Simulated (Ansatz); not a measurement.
Stationary points along a deformation path in AlCu

Method: Ansatz, DFT PBEsol, scalar-relativistic, plane waves, PAW. The runs took a 420 eV cutoff, a Γ-centred 18×18×18 mesh and Gaussian smearing (0.15 eV). No spin polarisation. Energies are free energies at this smearing, counted from the undisturbed cell; pressure is positive in compression.

The starting cell (as given, not relaxed at this level; it stands at -4.9 GPa, and it needn't be the usual structure):

```
CELL_PARAMETERS angstrom
2.99751 0.00000 0.00000
0.00000 2.99751 0.00000
0.00000 0.00000 2.99751
ATOMIC_POSITIONS crystal
Al 0.00000 0.00000 0.00000
Cu 0.50000 0.50000 0.50000
```

At fixed volume and fractional coordinates, lengths along (0.577, 0.577, 0.577) are scaled against those across it; ρ is that ratio over its starting value. V = 13.466 Å³/atom. Δσ is the stress along the axis less the mean stress across it (compression positive).

```
    ρ  ΔE (meV/atom)  Δσ (GPa) space group
0.500         5086.2    361.05         R-3m
0.600         2237.5    206.00         R-3m
0.710          783.3    106.96         R-3m
0.850          111.9     32.06         R-3m
1.000            0.0      0.00        Pm-3m
1.410          250.8    -20.50         R-3m
2.000          496.0      0.00        Fm-3m
```

Task: How does the stress give the slope of the energy, and where is the energy stationary?

Result: Along the path d ln(length) is 2/3 d ln ρ on the axis and −1/3 d ln ρ across it, so dE/d ln ρ = −(2/3) V Δσ: the energy falls with ρ where Δσ is positive. Δσ vanishes or changes sign at ρ = 1.000 (Pm-3m), a minimum at 0.0 meV/atom; at ρ = 2.000 (Fm-3m, an end of the scan), at 496.0 meV/atom. Pairs of stationary points between two samples would go unseen, and could change a minimum read from distant neighbours into a maximum. At ρ = 1.000, 2.000 the cell is cubic, where symmetry alone makes the stress isotropic and the slope zero.

In a metal these slopes depend on the k mesh and the smearing.